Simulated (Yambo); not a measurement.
A BSE run in Yambo for BaO2 (space group I4/mmm, No. 139) (PBEsol bands; 6×6×6 mesh, 8 valence and 4 conduction bands, static screening with 58 bands and a 4 Ry block, scissor 1.65 eV, Tamm-Dancoff; field along x) gives:

```json
[
 {"state": "1", "energy (eV)": "2.51", "states within 2 meV": "2", "relative strength": "< 0.01", "class": "dark"},
 {"state": "2", "energy (eV)": "2.52", "states within 2 meV": "2", "relative strength": "< 0.01", "class": "dark"},
 {"state": "3", "energy (eV)": "2.53", "states within 2 meV": "2", "relative strength": "< 0.01", "class": "dark"},
 {"state": "4", "energy (eV)": "3.14", "states within 2 meV": "2", "relative strength": "< 0.01", "class": "dark"},
 {"state": "5", "energy (eV)": "3.14", "states within 2 meV": "2", "relative strength": "< 0.01", "class": "dark"}
]
```

Axes are Cartesian, with cell vectors (Å) (-1.89, 1.89, 3.38), (1.89, -1.89, 3.38), (1.89, 1.89, -3.38).

Question: What changes when the window shrinks to 4 valence and 4 conduction bands?

Answer: The lowest state goes from 2.510 eV to 2.513 eV, and its distance below the direct gap from 1.196 eV to 1.193 eV. These are vertical excitations (zero momentum). The scissor comes from a G0W0 run whose convergence isn't established.

Geometry relaxed with PBEsol; primitive cell a = b = c = 4.301 Å, α = β = 128.00°, γ = 76.63°.
